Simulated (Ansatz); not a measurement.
This guess for H₄RuCl is about to be relaxed.

```
CELL_PARAMETERS angstrom
3.95558 0.00000 0.00000
0.00000 3.95558 0.00000
0.00000 0.00000 3.95558
ATOMIC_POSITIONS crystal
H 0.14800 0.14800 0.14800
H 0.14800 0.85200 0.85200
H 0.85200 0.85200 0.14800
H 0.85200 0.14800 0.85200
Ru 0.00000 0.00000 0.00000
Cl 0.50000 0.50000 0.50000
```

These are results of DFT PBE, scalar-relativistic, plane waves, PAW (Ansatz 0.2.0), not measurements. Cutoff 420 eV, Gaussian smearing, Γ-centred meshes. Cell and atoms relax first on a coarse mesh and then on a finer one. In between, the cell is made exact in the group found at 0.06 Å. In metals the finer mesh still leaves noise of several meV/atom or more. The steps can't lower the symmetry of their start. Collinear spin, starting moments Ru 1.0 μB.

A guess keeps its type if space group and coordination stay and the shape of the cell changes little (axis ratios within about 15 %, angles within 6°); the volume may change.

Question: Will the relaxed cell still be of the starting type?

Answer: It keeps its type. The symmetry stays P-43m (No. 215). The volume per atom grows by 22.9 %, from 10.3 to 12.7 Å³. The shortest distance goes from 1.01 Å (H–Ru) to 1.59 Å (H–Ru). Counting neighbours within 15 % of an atom's shortest distance, the start has Cl 4, H 1, Ru 4 and the end Cl 4, H 1, Ru 4.

The last run used collinear spin, a 10×10×10 mesh for its 6-atom cell and Gaussian smearing of 0.10 eV. No dispersion correction is applied, so the spacing and binding between layers, chains or molecules are poorly described. Another magnetic order may lie lower. Symmetry constrained the relaxation, so the result can be a saddle point. Another cell of H4RuCl relaxed alike, in P4/mmm, lies 0.40 eV/atom lower, so this cell isn't the stable form at this level.
